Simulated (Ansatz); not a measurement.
Consider the following.

WS$_{2}$:
```yaml
crystal:
  lattice:
    - [6.51496, 1.59302, 0.00000]
    - [-6.51496, 1.59302, 0.00000]
    - [-2.17402, 0.00000, 5.24509]
  atoms:
    - { symbol: S, position: [0.85827, 0.14173, 0.17583] }
    - { symbol: S, position: [0.39304, 0.60696, 0.70905] }
    - { symbol: S, position: [0.60696, 0.39304, 0.29095] }
    - { symbol: S, position: [0.14173, 0.85827, 0.82417] }
    - { symbol: W, position: [0.24374, 0.75626, 0.29530] }
    - { symbol: W, position: [0.75626, 0.24374, 0.70470] }
```

This is the PBEsol-relaxed structure.

Q: All from plane-wave PAW PBEsol (Ansatz code), unless another level is named. Predict the electronic character.

A: metallic (no gap).

Q: Predict the density of states at the Fermi level.

A: 0.32 states/eV per atom (mean over ±0.08 eV).

Q: And the formation energy from the elements (no fitted shifts)?

A: -0.72 eV/atom.

Space group C2/m. The start of the workflow was typed in or built on a structure type; neither database checked (COD, Materials Project) lists it. It is not the phase usual at ambient conditions (space group No. 194). Symmetry was held in the PBEsol relaxation; its stability against distortions is not shown here. The workflow began spin-polarised and lost its moments. A crystal of weakly bound layers computed without a dispersion correction: the cell and the soft elastic constants depend strongly on that. The references are the lowest solids computed at this level, not always the standard phases. Spin–orbit coupling is left out wherever it is not named.

Potentials: the later of the program's two PAW sets.
